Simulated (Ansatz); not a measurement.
**BeS as a free-standing sheet: computed properties**

BeS:
```xyz
2
Lattice="3.4452 0.0000 0.0000 -1.7226 2.9836 0.0000 0.0000 0.0000 26.0000" Properties=species:S:1:pos:R:3 pbc="T T F"
Be     1.7226     0.9945    13.0000
S      0.0000     1.9891    13.0000
```
The layer is periodic in x and y and isolated along z.

Method: r²SCAN+D4 (plane waves, PAW; program Ansatz). Lattice and atoms are relaxed at this level; other levels are named.

**Structure**

| Quantity | Value |
|---|---|
| In-plane lattice | a = 3.445 Å |
| Distance between the outermost nuclei | 0.00 Å |

**Electronic structure**

| Property | Value |
|---|---|
| Band gap | 5.06 eV (indirect) |
| Valence-band maximum | at K |
| Conduction-band minimum | at M |
| Ionisation potential (Kohn–Sham) | 6.69 eV |
| Electron affinity (Kohn–Sham) | 1.63 eV |
| Electron effective mass, in the valley at M | 2.4 along x, 0.34 along y (mₑ) |
| Hole effective mass, in the valley at K | 1.2 mₑ |
| HSE06 gap on the r²SCAN+D4 cell | 5.60 eV |
| HSE06 ionisation potential | 7.13 eV |

**Charges**

| Item | Result |
|---|---|
| Bader charges | Be +1.68, S -1.68 e |

Space group P-6m2 (h-BN-type). A constructed layer: a layer type filled with these elements; whether it has been made was not checked. It is flat by the symmetry kept. The r²SCAN+D4 relaxation kept the symmetry of its start; whether a distortion lowers the energy is not shown.

Potentials: the later of the program's two PAW sets.
